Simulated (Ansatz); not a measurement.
CoMo (rock salt), relaxed with PBE (Ansatz, a quantum-chemistry and plane-wave program, plane waves, PAW): a = b = c = 4.8579 Å, α = β = γ = 90.00°.

```
Quantity              Result
--------------------  ------
ΔH_f (eV/atom)          0.78
B₀ by P(V) fit (GPa)     210
```

### Question
The same phase is relaxed and computed with PBEsol in the same code. What are the cell and these values now?

### Answer
a = b = c = 4.7987 Å, α = β = γ = 90.00°.

* **ΔH_f (eV/atom)**: 0.79
* **B₀ by P(V) fit (GPa)**: 232

Typed or built starts, not in the databases checked: CoMo, rock salt. Began spin-polarised and lost the moments: CoMo, rock salt with PBE; CoMo, rock salt with PBEsol. Unstable at this level: CoMo, rock salt with PBEsol. All cells were relaxed under the symmetry of their starts (and spin orders); stability against distortions was not tested throughout. Spin–orbit coupling is left out wherever it is not named.

Potentials: the later of the program's two PAW sets.

Ansatz is a plane-wave DFT program.

Formation energies count from the lowest solids of the elements computed at the same level, not from gases.
